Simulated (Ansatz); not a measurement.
## AlGa2P3 (P3m1)

Computed with Ansatz, DFT PBE, scalar-relativistic, plane waves, PAW.

Plane waves to 420 eV, a k mesh through Γ of 12×12×4 on the computed 6-atom cell and Gaussian smearing (0.02 eV); no spin polarisation.

The structure is relaxed at this level of theory with its symmetry kept, and needn't be the ground state of this composition.

```cif
data_structure
_symmetry_space_group_name_H-M 'P3m1'
_symmetry_Int_Tables_number 156
_cell_length_a 3.8936
_cell_length_b 3.8936
_cell_length_c 9.5396
_cell_angle_alpha 90.000
_cell_angle_beta 90.000
_cell_angle_gamma 120.000
_cell_volume 125.25
loop_
_atom_site_label
_atom_site_type_symbol
_atom_site_symmetry_multiplicity
_atom_site_Wyckoff_symbol
_atom_site_fract_x
_atom_site_fract_y
_atom_site_fract_z
_atom_site_occupancy
Al1 Al 1 b 0.33333 0.66667 0.66688 1
Ga1 Ga 1 a 0.00000 0.00000 0.00000 1
Ga2 Ga 1 c 0.66667 0.33333 0.33315 1
P1 P 1 a 0.00000 0.00000 0.74938 1
P2 P 1 b 0.33333 0.66667 0.41714 1
P3 P 1 c 0.66667 0.33333 0.08346 1
```

| Property | Result |
| --- | --- |
| Space group | P3m1 (No. 156) |
| Volume per atom | 20.87 Å³ |
| Formation energy from the elements' standard states (uncorrected) | -0.498 eV/atom |
| Kohn–Sham band gap | 1.64 eV |
| Orbital (Löwdin) character of the top 1 eV of the valence band | P 3p 78 %, Ga 4p 14 % |
| Orbital (Löwdin) character of the lowest 1 eV of the conduction band | Ga 4p 20 %, P 3p 20 %, Ga 4s 18 %, P 3s 15 %, Al 3p 13 %, unprojected 12 % |
| Bader charge by site (e) | Al (1 in the cell) 2.09, Ga (1 in the cell) 0.84, Ga (1 in the cell) 0.84, P (1 in the cell) -1.78, P (1 in the cell) -1.15, P (1 in the cell) -0.84 |

The cell was found from a structure generator's guess, not taken from experiment. Kohn–Sham gaps at this level usually fall short of measured ones. Löwdin shares on free-atom orbitals overweight diffuse shells in the empty bands.
